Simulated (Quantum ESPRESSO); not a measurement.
Mg3ClFSe2, one run as intended and one with a planted mistake

A calculation, not a measurement. The program is pw.x of Quantum ESPRESSO 7.5 (plane-wave density functional theory). The cell is made up: 7 atoms on a zincblende/diamond lattice with one site empty, with randomly drawn elements, strain and displacements, not relaxed. PseudoDojo standard norm-conserving files (v0.5 for PBE, v0.4.1 for LDA and PBEsol) set the functional; there is no spin polarisation, spin-orbit coupling or dispersion term, and the masses in the input are unused placeholders.

Intended input:

```
&control calculation='scf', pseudo_dir='./dojo.nc.sr.pbe.v0_5.standard.upf', outdir='./o', disk_io='medium', tprnfor=.true., tstress=.true. /
&system ibrav=0, nat=7, ntyp=4, nbnd=44, ecutwfc=85.99341389, nosym=.true., tot_charge=0,
 occupations='smearing', smearing='fd', degauss=0.0018374661
/
&electrons conv_thr=7.350e-09, electron_maxstep=60, /
ATOMIC_SPECIES
Cl 1.0 Cl.upf
F 1.0 F.upf
Mg 1.0 Mg.upf
Se 1.0 Se.upf
CELL_PARAMETERS angstrom
5.3835 0.0107 -0.0525
0.0107 5.347 -0.0097
-0.0525 -0.0097 5.3748
ATOMIC_POSITIONS angstrom
Mg -0.0362 0.0402 -0.0743
Mg -0.0355 2.6836 2.6405
Mg 2.6379 0.0339 2.6255
Cl 1.2798 1.4123 1.3371
F 1.3541 4.0071 3.9961
Se 4.0648 1.2515 4.0502
Se 4.044 4.0745 1.3107
K_POINTS automatic
4 4 4 1 1 1
```

The log is shortened where brackets say so; the opening notice, blank lines, dates and the lines on written files are dropped, and the path of the files is cut. It prints rydbergs, bohrs and kilobars, and counts compression as positive stress. Where no state is partly filled, the Fermi energy that it prints is only some level between the filled and the empty states on the mesh, and need not lie in the true gap.

Log of the intended run:

```
     Program PWSCF v.7.5
     Parallel version (MPI & OpenMP), running on       1 processor cores
     Number of MPI processes:                 1
     Threads/MPI process:                     1
     [start-up lines left out]
     bravais-lattice index     =            0
     lattice parameter (alat)  =      10.1738  a.u.
     unit-cell volume          =    1043.9731 (a.u.)^3
     number of atoms/cell      =            7
     number of atomic types    =            4
     number of electrons       =        76.00
     number of Kohn-Sham states=           44
     kinetic-energy cutoff     =      85.9934  Ry
     charge density cutoff     =     343.9737  Ry
     scf convergence threshold =      7.3E-09
     mixing beta               =       0.7000
     number of iterations used =            8  plain     mixing
     Exchange-correlation= PBE
                           (   1   4   3   4   0   0   0)
     [axes and pseudopotential details left out]
   Cartesian axes
     site n.     atom                  positions (alat units)
         1        Mg     tau(   1) = (  -0.0067239   0.0074669  -0.0138007  )
         2        Mg     tau(   2) = (  -0.0065939   0.4984614   0.4904559  )
         3        Mg     tau(   3) = (   0.4899729   0.0062967   0.4876697  )
         4        Cl     tau(   4) = (   0.2377146   0.2623256   0.2483577  )
         5        F      tau(   5) = (   0.2515154   0.7442930   0.7422499  )
         6        Se     tau(   6) = (   0.7550104   0.2324581   0.7522986  )
         7        Se     tau(   7) = (   0.7511470   0.7568122   0.2434541  )
     number of k points=    32  Fermi-Dirac smearing, width (Ry)=  0.0018
                       cart. coord. in units 2pi/alat
        k(    1) = (   0.1259913   0.1258372   0.1266663), wk =   0.0625000
        k(    2) = (   0.1284328   0.1262866   0.3771080), wk =   0.0625000
     [further k points left out]
     Dense  grid:   112419 G-vectors     FFT dimensions: (  64,  60,  60)
     Estimated max dynamical RAM per process >     145.94 MB
     Initial potential from superposition of free atoms
     starting charge      75.9974, renormalised to      76.0000
     Starting wfcs are   41 randomized atomic wfcs +    3 random wfcs
     total cpu time spent up to now is        8.8 secs
     per-process dynamical memory:    77.5 Mb
     Self-consistent Calculation
     iteration #  1     ecut=    85.99 Ry     beta= 0.70
     Davidson diagonalization with overlap
     ethr =  1.00E-02,  avg # of iterations =  6.9
     Threshold (ethr) on eigenvalues was too large:
     Diagonalizing with lowered threshold
     Davidson diagonalization with overlap
     ethr =  7.24E-04,  avg # of iterations =  1.2
     total cpu time spent up to now is       52.7 secs
     total energy              =    -923.75011635 Ry
     estimated scf accuracy    <       0.54404757 Ry
     iteration #  2     ecut=    85.99 Ry     beta= 0.70
     Davidson diagonalization with overlap
     ethr =  7.16E-04,  avg # of iterations =  2.8
     total cpu time spent up to now is       75.7 secs
     total energy              =    -923.84249634 Ry
     estimated scf accuracy    <       0.32744174 Ry
     [iterations 3 to 7 left out]
     iteration #  8     ecut=    85.99 Ry     beta= 0.70
     Davidson diagonalization with overlap
     ethr =  1.08E-09,  avg # of iterations =  2.5
     total cpu time spent up to now is      235.3 secs
     total energy              =    -923.93202829 Ry
     estimated scf accuracy    <       0.00000020 Ry
     iteration #  9     ecut=    85.99 Ry     beta= 0.70
     Davidson diagonalization with overlap
     ethr =  2.57E-10,  avg # of iterations =  2.2
     total cpu time spent up to now is      261.2 secs
     End of self-consistent calculation
     [lines on levels left out]
     the Fermi energy is     6.2987 ev
!    total energy              =    -923.93202834 Ry
     estimated scf accuracy    <          5.8E-09 Ry
     smearing contrib. (-TS)   =       0.00000000 Ry
     internal energy E=F+TS    =    -923.93202834 Ry
     The total energy is F=E-TS. E is the sum of the following terms:
     one-electron contribution =    -672.65346471 Ry
     hartree contribution      =     340.26477382 Ry
     xc contribution           =    -165.04317525 Ry
     ewald contribution        =    -426.50016221 Ry
     convergence has been achieved in   9 iterations
     Forces acting on atoms (cartesian axes, Ry/au):
     atom    1 type  3   force =     0.12673913   -0.12444999    0.05096134
     atom    2 type  3   force =     0.02755276    0.02277259    0.07854667
     atom    3 type  3   force =    -0.04206477   -0.03291744    0.04924617
     atom    4 type  1   force =     0.04006667    0.00068903   -0.03065108
     atom    5 type  2   force =    -0.02634669    0.02959554   -0.03185496
     atom    6 type  4   force =    -0.09833458    0.13658620   -0.06162745
     atom    7 type  4   force =    -0.02761252   -0.03227594   -0.05462069
     Total force =     0.298185     Total SCF correction =     0.000227
     Computing stress (Cartesian axis) and pressure
          total   stress  (Ry/bohr**3)                   (kbar)     P=      108.90
   0.00061711  -0.00040026   0.00028658           90.78      -58.88       42.16
  -0.00040026   0.00079247  -0.00024753          -58.88      116.58      -36.41
   0.00028658  -0.00024753   0.00081122           42.16      -36.41      119.33
     init_run     :      8.24s CPU      8.72s WALL (       1 calls)
     electrons    :    242.18s CPU    252.46s WALL (       1 calls)
     forces       :      3.13s CPU      3.18s WALL (       1 calls)
     stress       :     11.86s CPU     12.00s WALL (       1 calls)
     [timing details left out]
     PWSCF        :   4m25.59s CPU   4m36.78s WALL
     JOB DONE.
```

A second run has one planted mistake: two atoms have their elements exchanged. The input lines that differ, file-writing options aside:

```
- Mg 2.6379 0.0339 2.6255
+ F 2.6379 0.0339 2.6255
- F 1.3541 4.0071 3.9961
+ Mg 1.3541 4.0071 3.9961
```

Its log:

```
     Program PWSCF v.7.5
     Parallel version (MPI & OpenMP), running on       1 processor cores
     Number of MPI processes:                 1
     Threads/MPI process:                     1
     [start-up lines left out]
     bravais-lattice index     =            0
     lattice parameter (alat)  =      10.1738  a.u.
     unit-cell volume          =    1043.9731 (a.u.)^3
     number of atoms/cell      =            7
     number of atomic types    =            4
     number of electrons       =        76.00
     number of Kohn-Sham states=           44
     kinetic-energy cutoff     =      85.9934  Ry
     charge density cutoff     =     343.9737  Ry
     scf convergence threshold =      7.3E-09
     mixing beta               =       0.7000
     number of iterations used =            8  plain     mixing
     Exchange-correlation= PBE
                           (   1   4   3   4   0   0   0)
     [axes and pseudopotential details left out]
   Cartesian axes
     site n.     atom                  positions (alat units)
         1        Mg     tau(   1) = (  -0.0067239   0.0074669  -0.0138007  )
         2        Mg     tau(   2) = (  -0.0065939   0.4984614   0.4904559  )
         3        F      tau(   3) = (   0.4899729   0.0062967   0.4876697  )
         4        Cl     tau(   4) = (   0.2377146   0.2623256   0.2483577  )
         5        Mg     tau(   5) = (   0.2515154   0.7442930   0.7422499  )
         6        Se     tau(   6) = (   0.7550104   0.2324581   0.7522986  )
         7        Se     tau(   7) = (   0.7511470   0.7568122   0.2434541  )
     number of k points=    32  Fermi-Dirac smearing, width (Ry)=  0.0018
                       cart. coord. in units 2pi/alat
        k(    1) = (   0.1259913   0.1258372   0.1266663), wk =   0.0625000
        k(    2) = (   0.1284328   0.1262866   0.3771080), wk =   0.0625000
     [further k points left out]
     Dense  grid:   112419 G-vectors     FFT dimensions: (  64,  60,  60)
     Estimated max dynamical RAM per process >     145.94 MB
     Initial potential from superposition of free atoms
     starting charge      75.9974, renormalised to      76.0000
     Starting wfcs are   41 randomized atomic wfcs +    3 random wfcs
     total cpu time spent up to now is       13.8 secs
     per-process dynamical memory:    85.1 Mb
     Self-consistent Calculation
     iteration #  1     ecut=    85.99 Ry     beta= 0.70
     Davidson diagonalization with overlap
     ethr =  1.00E-02,  avg # of iterations =  6.4
     total cpu time spent up to now is       51.7 secs
     total energy              =    -922.88290502 Ry
     estimated scf accuracy    <       0.85005844 Ry
     iteration #  2     ecut=    85.99 Ry     beta= 0.70
     Davidson diagonalization with overlap
     ethr =  1.12E-03,  avg # of iterations =  4.3
     total cpu time spent up to now is       84.7 secs
     total energy              =    -922.17490509 Ry
     estimated scf accuracy    <       6.95761905 Ry
     [iterations 3 to 10 left out]
     iteration # 11     ecut=    85.99 Ry     beta= 0.70
     Davidson diagonalization with overlap
     ethr =  6.72E-10,  avg # of iterations =  2.0
     total cpu time spent up to now is      376.0 secs
     total energy              =    -923.34445927 Ry
     estimated scf accuracy    <       0.00000002 Ry
     iteration # 12     ecut=    85.99 Ry     beta= 0.70
     Davidson diagonalization with overlap
     ethr =  2.08E-11,  avg # of iterations =  2.6
     total cpu time spent up to now is      406.7 secs
     End of self-consistent calculation
     [lines on levels left out]
     the Fermi energy is     5.4043 ev
!    total energy              =    -923.34445927 Ry
     estimated scf accuracy    <          3.7E-09 Ry
     smearing contrib. (-TS)   =      -0.00051591 Ry
     internal energy E=F+TS    =    -923.34394336 Ry
     The total energy is F=E-TS. E is the sum of the following terms:
     one-electron contribution =    -662.36169676 Ry
     hartree contribution      =     334.67022360 Ry
     xc contribution           =    -164.72088160 Ry
     ewald contribution        =    -430.93158860 Ry
     convergence has been achieved in  12 iterations
     Forces acting on atoms (cartesian axes, Ry/au):
     atom    1 type  3   force =     0.06214517   -0.02306605    0.15234165
     atom    2 type  3   force =    -0.04297017   -0.08723912   -0.02644377
     atom    3 type  2   force =     0.00778358   -0.08594147    0.07031049
     atom    4 type  1   force =    -0.00784447    0.03837847   -0.05973756
     atom    5 type  3   force =     0.16962966    0.02222955   -0.01255797
     atom    6 type  4   force =    -0.12252917    0.13844998   -0.08373206
     atom    7 type  4   force =    -0.06621460   -0.00281137   -0.04018078
     Total force =     0.363149     Total SCF correction =     0.000449
     Computing stress (Cartesian axis) and pressure
          total   stress  (Ry/bohr**3)                   (kbar)     P=      147.88
   0.00101048  -0.00043592   0.00040163          148.65      -64.13       59.08
  -0.00043592   0.00101949  -0.00023856          -64.13      149.97      -35.09
   0.00040163  -0.00023856   0.00098589           59.08      -35.09      145.03
     init_run     :     12.85s CPU     13.66s WALL (       1 calls)
     electrons    :    377.00s CPU    392.89s WALL (       1 calls)
     forces       :      3.52s CPU      3.58s WALL (       1 calls)
     stress       :     13.19s CPU     13.30s WALL (       1 calls)
     [timing details left out]
     PWSCF        :   6m46.81s CPU   7m 4.07s WALL
     JOB DONE.
```

|  | intended run | run with the mistake |
| --- | --- | --- |
| free energy (eV) | -12570.736 | -12562.741 |
| smearing term -TS (eV) | 0.0000 | -0.0070 |
| pressure (GPa) | 10.89 | 14.79 |
| largest force component (eV/Å) | 3.512 | 4.361 |
| largest change of a force component (eV/Å) |  | 5.039 |
| iterations | 9 | 12 |

For scale, a rerun of the intended cell at 1467 eV and a 6 x 6 x 6 mesh moved values by no more than 0.003 eV in energy, 0.02 GPa in stress and 0.004 eV/Å in force.